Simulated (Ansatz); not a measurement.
Relaxed candidate structures of YOF:

**A**
```xyz
6
Lattice="3.7474 0.0000 0.0000 -1.8737 3.2454 0.0000 0.0000 0.0000 6.2536" Properties=species:S:1:pos:R:3 pbc="T T T"
F      0.0000     0.0000     1.3480
F      0.0000     0.0000     4.4748
O      1.8737     1.0818     6.0495
O      0.0000     2.1636     2.9227
Y      1.8737     1.0818     2.0580
Y      0.0000     2.1636     5.1848
```
Spin order: non-magnetic.

**B**
```
YOF
1.0
    1.88710     1.08952     6.27240
   -1.88710     1.08952     6.27240
    0.00000    -2.17903     6.27240
Y O F
2 2 2
Direct
  0.74127   0.74127   0.74127
  0.25873   0.25873   0.25873
  0.62153   0.62153   0.62153
  0.37847   0.37847   0.37847
  0.13014   0.13014   0.13014
  0.86986   0.86986   0.86986
```
Spin order: non-magnetic.

**C**
```
CELL_PARAMETERS angstrom
      3.81086     0.00000     0.00000
      0.00000     3.81086     0.00000
      0.00000     0.00000     5.42129
ATOMIC_POSITIONS crystal
  Y  0.50000 0.00000 0.71138
  Y  0.00000 0.50000 0.28862
  O  0.00000 0.00000 0.50000
  O  0.50000 0.50000 0.50000
  F  0.50000 0.50000 0.00000
  F  0.00000 0.00000 0.00000
```
Spin order: non-magnetic.

**D**
```cif
data_F2O2Y2
_chemical_formula_sum 'Y2 O2 F2'
_space_group_name_H-M_alt 'P 1'
_space_group_IT_number 1
_cell_length_a 3.72764
_cell_length_b 3.72764
_cell_length_c 5.74130
_cell_angle_alpha 90.000
_cell_angle_beta 90.000
_cell_angle_gamma 120.000
loop_
_space_group_symop_operation_xyz
  'x, y, z'
loop_
_atom_site_label
_atom_site_type_symbol
_atom_site_fract_x
_atom_site_fract_y
_atom_site_fract_z
_atom_site_occupancy
Y1 Y 0.00000 0.00000 0.00000 1
Y2 Y 0.00000 0.00000 0.50000 1
O1 O 0.33333 0.66667 0.25000 1
O2 O 0.66667 0.33333 0.75000 1
F1 F 0.33333 0.66667 0.75000 1
F2 F 0.66667 0.33333 0.25000 1
```
Spin order: non-magnetic.

Problem. Rank these by energy per atom (lowest first), as PBEsol (plane waves to 420 eV, PAW, scalar-relativistic; Ansatz, a program for electronic structure) gives it.

Solution. B (reference, the lowest among the structures calculated here), C (+0.013 eV/atom), A (+0.178 eV/atom), D (+1.36 eV/atom)

Problem. Give each candidate's band gap.

Solution. No gap: D. A: 5.03 eV (no spin-orbit coupling); B: 4.96 eV (no spin-orbit coupling); C: 5.03 eV (no spin-orbit coupling).

1 run with a doubtful electronic state, a coarser numerical grid, an end not at rest or a source that can't be used is left out. 1 generated cell of layers, chains or molecules, poorly bound without dispersion, is left out. Each run could gain symmetry but not lose that of its start, so entries can be saddle points. From databases, or of a type measured for this composition: R-3m, hR6, non-magnetic; P4/nmm, tP6, non-magnetic; the others are generated cells (placed on structure types, drawn at random, substituted or restacked) that were not matched to a known phase here. Each structure is listed in the lowest spin state found for it. Static energies at zero pressure. Each cell has its own k-point mesh; energy differences are given only to the digits this allows. No spin polarisation in the result. No Hubbard U is applied.
